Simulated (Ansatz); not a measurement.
The cell is COD entry 1539387, as deposited and not checked against the literature; nothing was relaxed. The listed cell was then made from it by scaling, straining or moving an atom.

ScIn$_{3}$: DFT, PBEsol, all-electron LAPW, scalar-relativistic (Ansatz 0.2.0). What sets it apart from a plain run of this crystal: equal xy, yz and zx engineering shear strains of +2 %.

Command: `ansatz run input.yaml --threads 1 --pin off --max-ram 4096MiB --backend cpu --events-out ev --progress --plain --runs-dir out` The run took 71 s on 1 thread of Arm Neoverse V2 (shared host), peak memory 0.62 GiB.

```yaml
crystal:
  lattice:
    - [4.46, 0.0446, 0.0446]
    - [0.0446, 4.46, 0.0446]
    - [0.0446, 0.0446, 4.46]
  atoms:
    - { symbol: Sc, position: [0.0, 0.0, 0.0] }
    - { symbol: In, position: [0.0, 0.5, 0.5] }
    - { symbol: In, position: [0.5, 0.0, 0.5] }
    - { symbol: In, position: [0.5, 0.5, 0.0] }
kpoints:
  mp_grid: { grid: [8, 8, 8] }
  band_path:
    path:
      - [0.0, 0.0, 0.0]
      - [0.5, 0.5, 0.5]
      - [0.5193194925, 0.4806805075, 0.5]
      - [0.5, -0.4806805075, 0.4806805075]
      - [0.5, 0.0, 0.0]
      - [0.0, 0.0, 0.0]
      - [0.4903402537, -0.4903402537, 0.0]
      - [0.5096597463, 0.0, 0.4903402537]
      - [0.5, 0.0, 0.5]
    npoints: 5
scf:
  occupations: { method: fermi_dirac, width: 0.08 }
hamiltonian:
  xc: pbesol
  pseudopotentials: { kind: all_electron, lapw: { basis_error: 0.001 } }
output:
  forces: true
  stress: true
  eigenvalues: true
```

Output (standing set-up lines are left out):

```
LAPW: plane waves up to 7.212 Å⁻¹, error target 1.0e-3 eV per atom; small_component_spin mean_spin; Sc in spheres of 1.561 Å, 11 of its electrons in bands, Dirac shells []; In in spheres of 1.561 Å, 21 of its electrons in bands, Dirac shells []
Crystal: 4 atoms, lattice volume = 88.690 Å³
Basis set: ecut = 198.18500868959046 eV, 553 PW (Γ), exchange–correlation at level 2
Symmetry: 12 space group operations
Space group: R-3m (ITA 166), of the structure as read, at distance tolerance 4.5e-5 Å
k-points: 65 of 512
iter 1 solved again at ethr=5.62e-4 eV; its pass at ethr=1.00e-1 eV (dr2=4.16e-1 eV) is discarded
SCF iter   1: F=—  HF=-500693.669601 eV  |F-HF|=—  |Δ(HF+E_count)|=         —  Δρ=1.34e-2  dr2=4.16e-1  ethr=5.62e-4  ⟨swp⟩=2.2  Hψ=18786  notcnv=0
preconditioner: auto → Kerker (q_TF=auto, 2.647 Å⁻¹)  [metal: Δε(μ)=0.036 eV  Ē_g=13.414 eV  σ=0.080 eV  W_gap=0.11  n_scr=26 (ndim 8)  ℏωp=25.6 eV  f_vac=0.000  D(μ)=1.75/eV (n_scr^D=6)]
SCF iter   2: F=—  HF=-500693.371814 eV  |F-HF|=—  |Δ(HF+E_count)|=   2.98e-1  Δρ=7.49e-3  dr2=7.43e-2  ethr=5.62e-4  ⟨swp⟩=2.0  Hψ=8988  notcnv=0
SCF iter   3: F=—  HF=-500693.330373 eV  |F-HF|=—  |Δ(HF+E_count)|=   4.14e-2  Δρ=5.68e-3  dr2=8.25e-2  ethr=1.00e-4  ⟨swp⟩=2.1  Hψ=8817  notcnv=0
SCF iter   4: F=—  HF=-500693.315068 eV  |F-HF|=—  |Δ(HF+E_count)|=         —  Δρ=3.47e-3  dr2=2.23e-2  ethr=1.00e-4  ⟨swp⟩=2.0  Hψ=8520  notcnv=0
the basis was enlarged: its passes take 124.2 KiB over the memory plan, 1 of 1 planned eigensolver slots
SCF iter   5: F=—  HF=-500693.307639 eV  |F-HF|=—  |Δ(HF+E_count)|=   7.43e-3  Δρ=1.78e-3  dr2=6.97e-3  ethr=3.02e-5  ⟨swp⟩=2.0  Hψ=8521  notcnv=0
iter 6 solved again at ethr=6.00e-7 eV; its pass at ethr=9.42e-6 eV (dr2=4.44e-4 eV) is discarded
SCF iter   6: F=—  HF=-500693.305948 eV  |F-HF|=—  |Δ(HF+E_count)|=   1.69e-3  Δρ=4.09e-4  dr2=4.43e-4  ethr=6.00e-7  ⟨swp⟩=2.0  Hψ=14564  notcnv=0
SCF iter   7: F=—  HF=-500693.305831 eV  |F-HF|=—  |Δ(HF+E_count)|=   1.17e-4  Δρ=1.13e-4  dr2=1.16e-5  ethr=5.99e-7  ⟨swp⟩=2.4  Hψ=8552  notcnv=0
SCF iter   8: F=—  HF=-500693.305834 eV  |F-HF|=—  |Δ(HF+E_count)|=   2.61e-6  Δρ=3.82e-5  dr2=3.44e-6  ethr=1.57e-8  ⟨swp⟩=2.9  Hψ=8613  notcnv=0
SCF iter   9: F=—  HF=-500693.305833 eV  |F-HF|=—  |Δ(HF+E_count)|=   9.65e-7  Δρ=1.08e-5  dr2=3.03e-7  ethr=4.65e-9  ⟨swp⟩=2.0  Hψ=8521  notcnv=0
SCF iter  10: F=-500693.305833 eV  HF=-500693.305833 eV  |F-HF|=1.34e-8  |Δ(HF+E_count)|=   6.25e-8  Δρ=2.93e-6  dr2=2.08e-8  ethr=4.10e-10  ⟨swp⟩=2.0  Hψ=8521  notcnv=0
SCF 1 converged in 10 iterations: F = -500693.305833 eV  dr2 = 2.08e-8
NSCF: frozen V_eff on 41 k-points
SCF converged after 10 iterations
Free energy (F): -500693.305833 eV
Harris-Foulkes:  -500693.305833 eV  (|F-HF|=1.34e-8)
Internal energy: -500693.268341 eV  (E = F + TS)
E sigma→0 (E₀):  -500693.287087 eV
Entropy (-TS):   -0.037491 eV (-9.373 meV/atom)
Fermi energy:    15.158924 eV
--- Per-component energies (eV) ---
  E_band       = -1652.704287
  E_kinetic    = 524643.069345
  E_xc         = -13880.572948
  E_electrostatic = -1011455.764738  (all electrons and nuclei)
  E_smearing   = -0.037491  (= −TS)
  E_closure    = 0.000000  (closes the sum)
  E_atoms      = -500677.993440  (free atoms, spherical and without spin; not in F)
  Σ components = -500693.305833   (vs F -500693.305833, Δ=0.00e0)
  Basis errors (estimates in eV, not in F): energy 2.0e-4 per atom: plane waves 1.6e-4 (8.3e-5 summed), levels above the bands 1.9e-27, relativity 1.4e-8, radial functions 3.8e-5, core shells 1.5e-8; eigenvalues (radial functions only) 9.8e-7; not estimated: angular momenta, meshes, grids; target (lapw.basis_error) 1.0e-3; muffin-tin radii Sc 1.561 Å, In 1.561 Å
--- Forces (eV/Å), atoms counted from 1 ---
  atom   1  Sc    -0.00000000    -0.00000000     0.00000000
  atom   2  In     0.00000000     0.00000000     0.00000000
  atom   3  In    -0.00000000    -0.00000000    -0.00000000
  atom   4  In     0.00000000     0.00000000    -0.00000000
  max |Σ_I F_I| component: 2.96e-31 eV/Å
--- Stress (GPa, compression-positive) ---
       -0.208859      -0.593297      -0.593297
       -0.593297      -0.208859      -0.593297
       -0.593297      -0.593297      -0.208859
  P = ⅓ Tr σ = -0.2089 GPa (-2.089 kbar)
--- Band table (eV; the first three rows and the last of 65) ---
  k-point 0: bands = ["-100.2022", "-100.2010", "-100.2010", "-58.7505", "-58.7482", "-58.7482", "-58.7100", "-58.7090", "-58.7090", "-58.7062", "-58.7062", "-58.7047", "-34.4894", "-13.2477", "-13.2223", "-13.2223", "0.1484", "0.1738", "0.1870", "0.1870", "0.4191", "0.4191", "0.6144", "0.6487", "0.6487", "0.7496", "0.7496", "0.9268", "0.9689", "0.9689", "0.9800", "5.1936", "12.5828", "12.5828", "13.1003", "13.2275", "13.2275", "16.5256", "16.5256", "16.5275", "17.6295", "18.0332", "18.0332", "19.4693", "19.4693"]
  k-point 1: bands = ["-100.2022", "-100.2010", "-100.2010", "-58.7504", "-58.7481", "-58.7481", "-58.7100", "-58.7091", "-58.7090", "-58.7063", "-58.7062", "-58.7048", "-34.4893", "-13.2483", "-13.2235", "-13.2224", "0.1681", "0.1892", "0.2040", "0.2121", "0.4248", "0.4380", "0.6139", "0.6441", "0.6492", "0.7335", "0.7500", "0.9112", "0.9356", "0.9444", "0.9727", "5.3208", "11.3458", "12.6795", "13.2212", "13.3050", "14.1812", "16.4388", "16.4415", "16.5277", "17.3636", "17.8612", "18.3895", "19.5793", "19.6971"]
  k-point 2: bands = ["-100.2020", "-100.2011", "-100.2010", "-58.7500", "-58.7481", "-58.7480", "-58.7101", "-58.7093", "-58.7090", "-58.7064", "-58.7062", "-58.7050", "-34.4892", "-13.2499", "-13.2260", "-13.2225", "0.1970", "0.2367", "0.2724", "0.2847", "0.4397", "0.4896", "0.6097", "0.6340", "0.6488", "0.6873", "0.7506", "0.8447", "0.8467", "0.8804", "0.9713", "5.6999", "9.8705", "12.9729", "13.4075", "13.4969", "15.1014", "16.1246", "16.3130", "16.4259", "16.5310", "17.9171", "19.2383", "19.4038", "19.6958"]
  k-point 64: bands = ["-100.2015", "-100.2013", "-100.2013", "-58.7579", "-58.7432", "-58.7432", "-58.7148", "-58.7121", "-58.7121", "-58.7037", "-58.7037", "-58.7013", "-34.4886", "-13.2554", "-13.2296", "-13.2296", "0.2848", "0.3339", "0.3339", "0.3378", "0.4187", "0.4187", "0.4734", "0.6400", "0.6731", "0.6731", "0.7095", "0.7095", "0.9159", "0.9159", "0.9517", "10.0356", "10.3834", "10.3834", "10.9800", "12.0227", "12.2189", "12.2189", "16.5030", "17.0266", "17.0266", "17.9228", "17.9906", "17.9906", "24.5473"]
```
